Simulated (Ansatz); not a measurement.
InP:
```yaml
crystal:
  lattice:
    - [4.13899, 0.00000, 0.00000]
    - [-2.06950, 3.58447, 0.00000]
    - [0.00000, 0.00000, 9.35163]
  atoms:
    - { symbol: In, position: [0.50055, 0.00000, 0.66667] }
    - { symbol: In, position: [0.00000, 0.50055, 0.33333] }
    - { symbol: In, position: [0.49945, 0.49945, 0.00000] }
    - { symbol: P, position: [0.50029, 0.00000, 0.16667] }
    - { symbol: P, position: [0.00000, 0.50029, 0.83333] }
    - { symbol: P, position: [0.49971, 0.49971, 0.50000] }
```

Relaxed with r²SCAN.

Q: Map the electron localisation function on the plane through (0.000, 0.501, 0.333) spanned by u = [1, 0, 0] and v = [0, 0, 1] in lattice vectors, from DFT-r²SCAN in the program Ansatz with PAW potentials.

A: x is the fraction of u, y of v (the angle between them is 90°; rows are the nearest grid lines); atoms in the plane: In at (0.00, 0.00), In at (0.50, 0.67), P at (0.00, 0.50), P at (0.50, 0.17).
```
y \ x   0.000  0.0952  0.190  0.286  0.381  0.476  0.524  0.619  0.714  0.810  0.905   1.00
------  -----  ------  -----  -----  -----  -----  -----  -----  -----  -----  -----  -----
1.00    0.014   0.018  0.224  0.205  0.326  0.340  0.340  0.327  0.205  0.224  0.018  0.014
0.925   0.186   0.237  0.227  0.174  0.078  0.034  0.034  0.078  0.174  0.227  0.238  0.186
0.850   0.185   0.190  0.186  0.157  0.127  0.110  0.109  0.125  0.155  0.184  0.190  0.185
0.775   0.042   0.063  0.135  0.195  0.201  0.215  0.215  0.201  0.194  0.134  0.062  0.042
0.700   0.092   0.128  0.186  0.250  0.105  0.007  0.007  0.105  0.250  0.186  0.128  0.092
0.625   0.718   0.719  0.481  0.213  0.134  0.020  0.020  0.134  0.213  0.481  0.720  0.718
0.550   0.269   0.738  0.890  0.670  0.241  0.198  0.198  0.240  0.669  0.891  0.740  0.269
0.450   0.269   0.557  0.740  0.573  0.203  0.053  0.053  0.202  0.572  0.740  0.557  0.269
0.375   0.718   0.652  0.417  0.147  0.069  0.067  0.067  0.068  0.146  0.416  0.651  0.718
0.300   0.092   0.079  0.099  0.267  0.540  0.661  0.661  0.540  0.268  0.099  0.079  0.092
0.225   0.042   0.114  0.443  0.708  0.710  0.490  0.489  0.709  0.708  0.444  0.114  0.042
0.150   0.185   0.298  0.683  0.854  0.496  0.001  0.001  0.494  0.854  0.684  0.299  0.185
0.0750  0.186   0.218  0.229  0.688  0.857  0.805  0.805  0.857  0.690  0.230  0.218  0.186
0.000   0.014   0.018  0.224  0.205  0.326  0.340  0.340  0.327  0.205  0.224  0.018  0.014
```

The density is the valence pseudo-density with augmentation charge, so density and ELF within about 1 Å of a nucleus are not all-electron values.

Space group P6_222. The start of the workflow was typed in or built on a structure type; neither database checked (COD, Materials Project) lists it. It is not the phase usual at ambient conditions (space group No. 216). The r²SCAN relaxation kept the symmetry of its start; whether a distortion lowers the energy is not shown.

Potentials: the earlier of the program's two PAW sets.
